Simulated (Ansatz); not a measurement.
One crystal and one scan (scan of one atom of the cell) at two levels, PBE (plane waves to 420 eV, PAW, scalar-relativistic; Ansatz, a quantum-chemistry and plane-wave program) and r2SCAN (plane waves to 500 eV, PAW, scalar-relativistic; Ansatz), each from its own relaxed cell and on its own mesh. The cell shown is that of PBE.

Starting cell, Zr (hcp, Mg type):

```
Zr
1.0
    6.46252     0.00000     0.00000
   -1.61563     2.79835     0.00000
    0.00000     0.00000     5.17316
Zr
4
Direct
  0.16667   0.66667   0.75000
  0.66667   0.66667   0.75000
  0.33333   0.33333   0.25000
  0.83333   0.33333   0.25000
```

In each cell atom 4 (Zr, nearest neighbour Zr at 3.189 Å; its periodic images, 3.2 Å or more away, move with it) moves by s·(1.000, 0.000, 0.000) (along Cartesian x), the rest being held.

The energy includes the smearing's −TS. Zr is run without spin polarisation. Zr was relaxed with its symmetry unable to fall. (PBE) Left out: 2 of 11 points, with atoms too close for the PAW data. (r2SCAN) Left out: 2 of 11 points, with atoms too close for the PAW data. With partly filled bands, energies and forces of such displacements shift with the k mesh and the smearing. Both scans cover s from -0.512 to 0.512 Å.

ΔE (meV/cell), each from the undisplaced structure of its own level:

```csv
s (Å),PBE,r2SCAN
-0.512,609,649
-0.384,343,375
-0.256,156,173
-0.128,40,44
0.000,0,0
0.128,39,44
0.256,153,withheld
0.384,336,370
0.512,591,636
```

Task: Estimate the r2SCAN value at 0.256 from the PBE value there and the ratio of the two levels in the two nearest given rows on that side of the minimum.

Result: At 0.128 and 0.384 the ratio r2SCAN/PBE averages 1.115, which gives 1.115 × 153 = 171 meV/cell. The calculation gives 170 meV/cell, +11.1 % against PBE.

(A displaced cell: forces are minus the slopes of the energy, force constants its curvatures, and phonons follow from these.)
